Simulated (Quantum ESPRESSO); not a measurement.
# Band energies of VAg3HgO4

```xyz
9
Lattice="4.7630 0.0000 0.0000 2.3332 5.5247 0.0000 2.3273 -0.0347 5.5553" Properties=species:S:1:pos:R:3 pbc="T T T"
O      6.0626     1.3354     5.0888
O      6.0879     4.1354     0.4050
O      0.9705     0.4285     1.3582
O      5.6620     5.0551     4.1576
V      4.6455     5.4846     5.5235
Ag     7.2414     3.2688     4.1076
Ag     4.5563     4.0786     2.2775
Ag     4.5654     1.4225     3.3182
Hg     2.5627     2.2411     1.5401
```

PBEsol (Quantum ESPRESSO, PseudoDojo norm-conserving, 84 Ry, no spin-orbit coupling); path XΓY,LΓZ,NΓM,RΓ; energies in eV from the valence-band maximum.

```
k (1/Å)  point  band 53  band 54  band 55  band 56  band 57  band 58  band 59  band 60
-------  -----  -------  -------  -------  -------  -------  -------  -------  -------
0.00         X    -1.44    -1.09    -0.80    -0.67    -0.37     1.74     1.94     2.56
0.28              -1.43    -1.24    -0.99    -0.85    -0.53     2.06     2.37     2.81
0.57         Γ    -1.34    -1.28    -1.08    -0.91    -0.80     2.24     2.58     3.37
0.76              -1.37    -1.23    -1.00    -0.87    -0.67     2.14     2.51     2.99
0.95              -1.21    -1.13    -0.82    -0.78    -0.47     1.72     2.31     2.63
1.13         Y    -1.15    -1.07    -0.73    -0.63    -0.42     1.40     2.23     2.58
1.13         L    -1.15    -0.79    -0.66    -0.55    -0.37     1.86     2.44     2.64
1.33              -1.15    -0.88    -0.75    -0.57    -0.38     1.98     2.27     2.51
1.73              -1.38    -1.23    -1.00    -0.90    -0.63     2.20     2.50     3.10
1.93         Γ    -1.34    -1.28    -1.08    -0.91    -0.80     2.24     2.58     3.37
2.32              -1.31    -1.19    -1.00    -0.74    -0.58     2.39     2.45     2.89
2.51              -1.19    -1.09    -0.83    -0.65    -0.42     1.74     2.42     2.88
2.71         Z    -1.26    -1.02    -0.83    -0.46    -0.31     1.29     2.40     2.92
2.71         N    -1.22    -1.11    -0.82    -0.41    -0.30     1.49     2.44     2.77
2.90              -1.23    -1.10    -0.84    -0.67    -0.33     1.92     2.46     2.70
3.29              -1.43    -1.32    -1.07    -0.78    -0.71     2.24     2.60     3.32
3.48         Γ    -1.34    -1.28    -1.08    -0.91    -0.80     2.24     2.58     3.37
3.87              -1.37    -1.18    -1.04    -0.80    -0.52     2.28     2.61     3.15
4.06              -1.35    -1.15    -0.82    -0.63    -0.32     1.98     2.50     2.85
4.25         M    -1.39    -1.18    -0.82    -0.38    -0.21     1.62     2.45     2.87
4.25         R    -1.44    -1.00    -0.81    -0.43    -0.11     1.48     2.42     2.83
4.40              -1.40    -1.07    -0.75    -0.52    -0.29     1.82     2.45     2.80
4.71              -1.41    -1.20    -1.09    -0.74    -0.61     2.32     2.61     3.25
5.02         Γ    -1.34    -1.28    -1.08    -0.91    -0.80     2.24     2.58     3.37
```

The PBEsol gap is 1.29 eV; at least one edge lies off the plotted path, at a point of the SCF mesh. The smallest direct gap is 1.59 eV.

Spin-orbit coupling is left out, which matters for elements this heavy: edges can move by tenths of an eV. The 3d shell has no Hubbard U; the runs are without spin polarisation, and magnetic order was not tried.

Geometry of the Materials Project entry, not relaxed at this level.

The structure is a Materials Project entry; no match was found in the copy of COD used, and its stability was not checked.
